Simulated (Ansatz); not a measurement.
Sn:
```xyz
1
Lattice="-2.0251 2.0251 1.6562 2.0251 -2.0251 1.6562 2.0251 2.0251 -1.6562" Properties=species:S:1:pos:R:3 pbc="T T T"
Sn     0.0000     0.0000     0.0000
```

Relaxed with r²SCAN. Special points in fractions of this cell's reciprocal vectors: Γ (0.000, 0.000, 0.000); X (0.000, 0.000, 0.500); M (-0.500, 0.500, 0.500); Z (0.417, 0.417, -0.417); Z0 (-0.417, 0.583, 0.417); P (0.250, 0.250, 0.250); N (0.000, 0.500, 0.000).

Problem. List the band energies nearest the Fermi level at these points for r²SCAN in the plane-wave PAW code Ansatz.

Solution. In eV from the Fermi level; about four levels below and three above (degenerate sets whole), none deeper than 8.9 eV; … stands for higher levels left out; points with the same levels are listed once.

| k | below | above |
|---|---|---|
| Γ | – | 7.18 7.18 10.03 |
| X | -7.63 -4.99 | 6.16 8.30 … |
| M | -3.34 -1.80 -1.80 | 2.67 … |
| Z | -3.30 -1.34 -1.34 -0.05 | … |
| P | -4.98 -2.38 -0.95 -0.95 | … |
| N | -5.95 -4.49 | 3.17 4.66 … |

Space group I4/mmm (body-centred tetragonal). This is a known high-pressure phase of the composition, computed here at zero pressure and temperature. Symmetry was held in the r²SCAN relaxation; its stability against distortions is not shown here. Spin–orbit coupling is left out wherever it is not named.

Potentials: the later of the program's two PAW sets.
